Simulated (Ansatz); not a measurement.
InP in space group P-6m2 (No. 187; In on 1a, P on 1f) under volume change, DFT-r²SCAN in the program Ansatz with PAW potentials, shape and atoms relaxed at each volume.

```json
[
 {"V (Å³/atom)": "19.613", "E − E(relaxed) (meV/atom)": "45.0", "P (GPa)": "8.12"},
 {"V (Å³/atom)": "20.260", "E − E(relaxed) (meV/atom)": "19.1", "P (GPa)": "4.85"},
 {"V (Å³/atom)": "20.906", "E − E(relaxed) (meV/atom)": "4.6", "P (GPa)": "2.34"},
 {"V (Å³/atom)": "21.553", "E − E(relaxed) (meV/atom)": "0.0", "P (GPa)": "0.00"},
 {"V (Å³/atom)": "22.200", "E − E(relaxed) (meV/atom)": "?", "P (GPa)": "?"},
 {"V (Å³/atom)": "22.846", "E − E(relaxed) (meV/atom)": "?", "P (GPa)": "?"},
 {"V (Å³/atom)": "23.493", "E − E(relaxed) (meV/atom)": "31.8", "P (GPa)": "-4.78"}
]
```

Question: Fill in the missing entries.

Answer: 
- 22.200, E − E(relaxed) (meV/atom): 4.0
- 22.200, P (GPa): -1.96
- 22.846, E − E(relaxed) (meV/atom): 15.0
- 22.846, P (GPa): -3.50

Question: What does a third-order Birch–Murnaghan fit give for V₀, B₀ and B′?

Answer: V₀ = 21.55 Å³/atom, B₀ = 68.6 GPa, B′ = 4.8.

A made-up cell: these elements were put on the sites of a structure type; neither database checked (COD, Materials Project) lists it. It is not the phase usual at ambient conditions (space group No. 216). Symmetry was held in the r²SCAN relaxation; whether a distortion lowers the energy is not shown.

Potentials: the later of the program's two PAW sets.
